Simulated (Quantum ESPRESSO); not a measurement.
# Computed records: Ga₄NO₄F (made-up cell), Si₃NO₄F (made-up cell)

Calculation on a made-up crystal cell, not a measurement, run twice, once with a planted mistake found by running each candidate: periodic Kohn-Sham density functional theory in plane waves with PseudoDojo standard norm-conserving scalar-relativistic pseudopotentials, each functional with its own files (v0.5 for PBE, v0.4.1 for LDA and PBEsol), no spin polarisation, no spin-orbit coupling, atoms not relaxed, stress positive in tension, energies less a fixed whole-eV offset for each atom's element; levels are Kohn-Sham levels at fractions of this cell's reciprocal vectors, counted from the reference band (half the neutral cell's valence electrons, rounded up) at Gamma; error bars cover cutoff and k-mesh only, not smearing or the files; each bar is the largest change over components, and at least 0.002 eV, 0.002 eV per angstrom or 0.02 GPa; a charged cell sits in a uniform background, with energy and stress on this program's zero of potential; no dispersion term; energies are for the whole cell, and the offsets were chosen from early runs and are not element reference energies; a distance is the largest change of any value in units of its error bar (the energy's for the smearing term), a scale change is of lengths, and a coarse mesh keeps the half-step shift. Program: Quantum ESPRESSO 7.5.

Common to all runs: intended functional pbe; intended cutoff 1143 eV; intended fermi dirac smearing 0.025 eV; intended scf tolerance 1e-07 eV; intended electrons removed 0; healthy smearing term minus ts 0 eV; candidate k points along each vector 2; candidate electrons removed -1; candidate second exchanged site 9; structure shown as intended, without the mistake.

(1) Ga₄NO₄F (made-up cell)

Intended structure:
```
Ga4NO4F
1.0
      2.5102     1.4055     4.4218
     -2.5403     1.4285     4.4311
      0.0049    -2.8597     4.4347
Ga O N F
4 4 1 1
Direct
  0.36586 0.34669 0.33170
  0.15772 0.14650 0.15339
  0.63216 0.66220 0.66078
  0.86503 0.85510 0.83879
  0.57190 0.95366 0.24660
  0.23652 0.54237 0.97314
  0.94000 0.25992 0.54470
  0.44134 0.05270 0.75714
  0.76862 0.45054 0.02573
  0.04794 0.74484 0.46277
```

* lattice type: corundum
* healthy free energy less offsets: 8.974 eV
* healthy scf iterations: 13
* healthy pressure: 21.63 GPa
* healthy stress xx: -14.12 GPa
* healthy stress yy: -22.36 GPa
* healthy stress zz: -28.41 GPa
* healthy stress yz: 0.16 GPa
* healthy stress xz: 4.47 GPa
* healthy stress xy: -3.72 GPa
* healthy reference band: 44
* faulty free energy less offsets: 9.001 eV
* faulty scf iterations: 4
* faulty smearing term minus ts: 0 eV
* faulty pressure: 25.08 GPa
* faulty stress xx: -17.48 GPa
* faulty stress yy: -26.13 GPa
* faulty stress zz: -31.61 GPa
* faulty stress yz: -0.19 GPa
* faulty stress xz: 5.35 GPa
* faulty stress xy: -4.13 GPa
* faulty reference band: 44
* candidate cutoff: 741 eV
* candidate smearing: 0.39 eV
* candidate functional: lda
* candidate scf tolerance: 0.8 eV
* candidate scale change: -1.6 percent
* candidate first exchanged site: 7
* intended k mesh: 5 x 5 x 5, shifted by half a step
* fault kind: loose scf
* other mistakes compared: 7
* distance from healthy: 188.5 error bars
* distance from nearest other mistake: 163.6 error bars
* healthy error bar energy: 0.003487 eV
* healthy error bar stress: 0.02 GPa
* healthy error bar force: 0.002 eV/Å
* healthy error bar next band up: 0.002 eV

Atoms:
```csv
atoms element,atom site,atom energy offset (eV)
Ga,1,-2080
Ga,2,-2080
Ga,3,-2080
Ga,4,-2080
O,5,-452
O,6,-452
O,7,-452
O,8,-452
N,9,-283
F,10,-677
```

Healthy forces:
```csv
site,x (eV/Å),y (eV/Å),z (eV/Å)
1,1.654,-0.059,2.319
2,-2.022,1.846,-1.719
3,0.437,-1.534,-1.944
4,-0.822,-3.17,1.662
5,0.411,-1.002,-0.821
6,-0.835,2.507,0.264
7,0.979,-0.507,-0.161
8,-0.423,0.687,-0.017
9,-0.341,-1.186,0.517
10,0.961,2.419,-0.099
```

Healthy levels:
```csv
level k point,next band up (eV)
Gamma,1.449
"(1/2,1/2,1/2)",4.165
"(0.15,0,0)",2.121
"(0,0.15,0)",2.134
"(0,0,0.15)",2.175
```

Faulty forces:
```csv
site,x (eV/Å),y (eV/Å),z (eV/Å)
1,1.761,0.161,2.517
2,-2.236,1.851,-1.922
3,0.664,-1.59,-1.882
4,-0.813,-3.253,1.609
5,0.399,-0.971,-0.816
6,-0.826,2.478,0.276
7,0.928,-0.507,-0.117
8,-0.476,0.686,-0.01
9,-0.32,-1.22,0.449
10,0.919,2.366,-0.104
```

Faulty levels:
```csv
level k point,next band up (eV)
Gamma,1.298
"(1/2,1/2,1/2)",4.002
"(0.15,0,0)",1.983
"(0,0.15,0)",1.994
"(0,0,0.15)",2.037
```

Candidate mistake: coarse kmesh, low cutoff, wide smearing, wrong functional, loose scf, wrong charge, cell scaled, atoms exchanged

(2) Si₃NO₄F (made-up cell)

Intended structure:
```
Si3NO4F
1.0
      5.1379     0.0000     0.0000
     -2.5689     4.4495     0.0000
      0.0000     0.0000     5.6394
Si O F O N
3 1 1 3 1
Direct
  0.45706 -0.01018 0.67763
  -0.01980 0.45679 0.33465
  0.52755 0.52680 -0.01222
  0.40541 0.25473 0.78528
  0.74028 0.15379 0.44423
  0.84692 0.57467 0.11879
  0.26098 0.39989 0.21506
  0.14518 0.73873 0.54688
  0.58683 0.85794 0.88369
```

- lattice type: quartz
- healthy free energy less offsets: 6.603 eV
- healthy scf iterations: 12
- healthy pressure: -8.15 GPa
- healthy stress xx: 11.17 GPa
- healthy stress yy: 3.09 GPa
- healthy stress zz: 10.2 GPa
- healthy stress yz: 5.8 GPa
- healthy stress xz: -0.53 GPa
- healthy stress xy: -2.21 GPa
- healthy reference band: 24
- faulty free energy less offsets: 8.99 eV
- faulty scf iterations: 12
- faulty smearing term minus ts: 0 eV
- faulty pressure: -24.79 GPa
- faulty stress xx: 27.86 GPa
- faulty stress yy: 19.67 GPa
- faulty stress zz: 26.83 GPa
- faulty stress yz: 5.85 GPa
- faulty stress xz: -0.35 GPa
- faulty stress xy: -2.38 GPa
- faulty reference band: 24
- candidate cutoff: 723 eV
- candidate smearing: 0.65 eV
- candidate functional: pbesol
- candidate scf tolerance: 0.03 eV
- candidate scale change: -1.62 percent
- candidate first exchanged site: 4
- intended k mesh: 5 x 5 x 4, shifted by half a step
- fault kind: low cutoff
- other mistakes compared: 7
- distance from healthy: 1194 error bars
- distance from nearest other mistake: 1192 error bars
- healthy error bar energy: 0.002 eV
- healthy error bar stress: 0.02 GPa
- healthy error bar force: 0.002 eV/Å
- healthy error bar next band up: 0.002 eV

Atoms:
```csv
atoms element,atom site,atom energy offset (eV)
Si,1,-115
Si,2,-115
Si,3,-115
O,4,-452
F,5,-677
O,6,-452
O,7,-452
O,8,-452
N,9,-283
```

Healthy forces:
```csv
site,x (eV/Å),y (eV/Å),z (eV/Å)
1,-0.774,-2.485,3.996
2,4.392,6.638,-3.962
3,-1.17,1.07,0.684
4,0.44,0.319,-0.809
5,-0.99,-2.522,1.112
6,-0.316,-1.266,1.242
7,-1.612,0.298,0.613
8,-0.315,-1.684,-2.222
9,0.345,-0.368,-0.653
```

Healthy levels:
```csv
level k point,next band up (eV)
Gamma,2.429
"(1/2,1/2,1/2)",3.632
"(0.15,0,0)",2.753
"(0,0.15,0)",2.735
"(0,0,0.15)",2.638
```

Faulty forces:
```csv
site,x (eV/Å),y (eV/Å),z (eV/Å)
1,-0.764,-2.481,3.987
2,4.389,6.636,-3.959
3,-1.17,1.066,0.687
4,0.427,0.284,-0.807
5,-0.971,-2.492,1.072
6,-0.303,-1.275,1.236
7,-1.607,0.276,0.609
8,-0.343,-1.665,-2.178
9,0.343,-0.348,-0.647
```

Faulty levels:
```csv
level k point,next band up (eV)
Gamma,2.395
"(1/2,1/2,1/2)",3.617
"(0.15,0,0)",2.723
"(0,0.15,0)",2.706
"(0,0,0.15)",2.607
```

Candidate mistake: coarse kmesh, low cutoff, wide smearing, wrong functional, loose scf, wrong charge, cell scaled, atoms exchanged

(3) Si₃NO₄F (made-up cell)

Structure as in entry 2.

- lattice type: quartz
- healthy free energy less offsets: 6.603 eV
- healthy scf iterations: 12
- healthy pressure: -8.15 GPa
- healthy stress xx: 11.17 GPa
- healthy stress yy: 3.09 GPa
- healthy stress zz: 10.2 GPa
- healthy stress yz: 5.8 GPa
- healthy stress xz: -0.53 GPa
- healthy stress xy: -2.21 GPa
- healthy reference band: 24
- faulty free energy less offsets: 6.607 eV
- faulty scf iterations: 6
- faulty smearing term minus ts: 0 eV
- faulty pressure: -7.21 GPa
- faulty stress xx: 10.12 GPa
- faulty stress yy: 2.23 GPa
- faulty stress zz: 9.28 GPa
- faulty stress yz: 6.12 GPa
- faulty stress xz: -0.66 GPa
- faulty stress xy: -1.99 GPa
- faulty reference band: 24
- candidate cutoff: 723 eV
- candidate smearing: 0.65 eV
- candidate functional: pbesol
- candidate scf tolerance: 0.03 eV
- candidate scale change: -1.62 percent
- candidate first exchanged site: 4
- intended k mesh: 5 x 5 x 4, shifted by half a step
- fault kind: loose scf
- other mistakes compared: 7
- distance from healthy: 52.1 error bars
- distance from nearest other mistake: 50.65 error bars
- healthy error bar energy: 0.002 eV
- healthy error bar stress: 0.02 GPa
- healthy error bar force: 0.002 eV/Å
- healthy error bar next band up: 0.002 eV

Atoms:
```csv
atoms element,atom site,atom energy offset (eV)
Si,1,-115
Si,2,-115
Si,3,-115
O,4,-452
F,5,-677
O,6,-452
O,7,-452
O,8,-452
N,9,-283
```

Healthy forces:
```csv
site,x (eV/Å),y (eV/Å),z (eV/Å)
1,-0.774,-2.485,3.996
2,4.392,6.638,-3.962
3,-1.17,1.07,0.684
4,0.44,0.319,-0.809
5,-0.99,-2.522,1.112
6,-0.316,-1.266,1.242
7,-1.612,0.298,0.613
8,-0.315,-1.684,-2.222
9,0.345,-0.368,-0.653
```

Healthy levels:
```csv
level k point,next band up (eV)
Gamma,2.429
"(1/2,1/2,1/2)",3.632
"(0.15,0,0)",2.753
"(0,0.15,0)",2.735
"(0,0,0.15)",2.638
```

Faulty forces:
```csv
site,x (eV/Å),y (eV/Å),z (eV/Å)
1,-0.796,-2.495,4.049
2,4.394,6.649,-4.02
3,-1.167,1.058,0.687
4,0.454,0.31,-0.838
5,-1.001,-2.534,1.117
6,-0.281,-1.268,1.279
7,-1.637,0.282,0.66
8,-0.295,-1.686,-2.247
9,0.328,-0.316,-0.687
```

Faulty levels:
```csv
level k point,next band up (eV)
Gamma,2.514
"(1/2,1/2,1/2)",3.732
"(0.15,0,0)",2.838
"(0,0.15,0)",2.82
"(0,0,0.15)",2.722
```

Candidate mistake: coarse kmesh, low cutoff, wide smearing, wrong functional, loose scf, wrong charge, cell scaled, atoms exchanged

(4) Si₃NO₄F (made-up cell)

Structure as in entry 2.

* lattice type: quartz
* healthy free energy less offsets: 6.603 eV
* healthy scf iterations: 12
* healthy pressure: -8.15 GPa
* healthy stress xx: 11.17 GPa
* healthy stress yy: 3.09 GPa
* healthy stress zz: 10.2 GPa
* healthy stress yz: 5.8 GPa
* healthy stress xz: -0.53 GPa
* healthy stress xy: -2.21 GPa
* healthy reference band: 24
* faulty free energy less offsets: 13.498 eV
* faulty scf iterations: 12
* faulty smearing term minus ts: -0.004 eV
* faulty pressure: 12.6 GPa
* faulty stress xx: -8.64 GPa
* faulty stress yy: -18.46 GPa
* faulty stress zz: -10.72 GPa
* faulty stress yz: 5.92 GPa
* faulty stress xz: 1.98 GPa
* faulty stress xy: -4.55 GPa
* faulty reference band: 24
* candidate cutoff: 723 eV
* candidate smearing: 0.65 eV
* candidate functional: pbesol
* candidate scf tolerance: 0.03 eV
* candidate scale change: -1.62 percent
* candidate first exchanged site: 4
* intended k mesh: 5 x 5 x 4, shifted by half a step
* fault kind: wrong charge
* other mistakes compared: 7
* distance from healthy: 3448 error bars
* distance from nearest other mistake: 1209 error bars
* healthy error bar energy: 0.002 eV
* healthy error bar stress: 0.02 GPa
* healthy error bar force: 0.002 eV/Å
* healthy error bar next band up: 0.002 eV

Atoms:
```csv
atoms element,atom site,atom energy offset (eV)
Si,1,-115
Si,2,-115
Si,3,-115
O,4,-452
F,5,-677
O,6,-452
O,7,-452
O,8,-452
N,9,-283
```

Healthy forces:
```csv
site,x (eV/Å),y (eV/Å),z (eV/Å)
1,-0.774,-2.485,3.996
2,4.392,6.638,-3.962
3,-1.17,1.07,0.684
4,0.44,0.319,-0.809
5,-0.99,-2.522,1.112
6,-0.316,-1.266,1.242
7,-1.612,0.298,0.613
8,-0.315,-1.684,-2.222
9,0.345,-0.368,-0.653
```

Healthy levels:
```csv
level k point,next band up (eV)
Gamma,2.429
"(1/2,1/2,1/2)",3.632
"(0.15,0,0)",2.753
"(0,0.15,0)",2.735
"(0,0,0.15)",2.638
```

Faulty forces:
```csv
site,x (eV/Å),y (eV/Å),z (eV/Å)
1,-0.571,-1.893,2.874
2,3.631,6.119,-2.702
3,-1.089,1.032,0.746
4,-0.315,0.812,0.411
5,-0.118,-3.722,0.32
6,-0.48,-0.62,0.115
7,-0.861,0.405,-0.049
8,-0.657,-1.406,-1.756
9,0.459,-0.726,0.041
```

Faulty levels:
```csv
level k point,next band up (eV)
Gamma,2.674
"(1/2,1/2,1/2)",4.162
"(0.15,0,0)",3.021
"(0,0.15,0)",2.998
"(0,0,0.15)",2.898
```

Candidate mistake: coarse kmesh, low cutoff, wide smearing, wrong functional, loose scf, wrong charge, cell scaled, atoms exchanged
